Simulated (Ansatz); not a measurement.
Values for one crystal, relaxed and computed with PBE (plane waves, PAW; program Ansatz); other levels are named.

| Property | Value |
|---|---|
| Volume per atom | 26.42 Å³ |
| Band gap | 1.25 eV (indirect) |
| Conduction-band minimum | at L (3 equivalent valleys) |
| Electron effective mass | 0.24, 1.9, 4.0 mₑ (principal values) |
| Hole effective mass, band 1 of 2 at the edge | 0.46 along x, 19 along z (mₑ) |
| Smallest direct gap on the standard path | 2.07 eV |
| Valence-band maximum | at Γ |

Task: Which compound is it?
A. HfS2, CdI2 type
B. SnO2, CdI2 type
C. PtSe2, CdI2 type
D. PtS2, CdI2 type

Result: A, HfS2, CdI2 type

Space group P-3m1 (CdI2 type). The cell was relaxed with PBE under the symmetry of its start. No spin polarisation was allowed. The volume lies over 15 % above that of the usual cell of this phase: another minimum, or an error of the functional. A crystal of weakly bound layers computed without a dispersion correction: the cell and the soft elastic constants depend strongly on that. Scalar-relativistic: spin–orbit coupling is off unless named, which matters more the heavier the elements.

Potentials: the later of the program's two PAW sets.
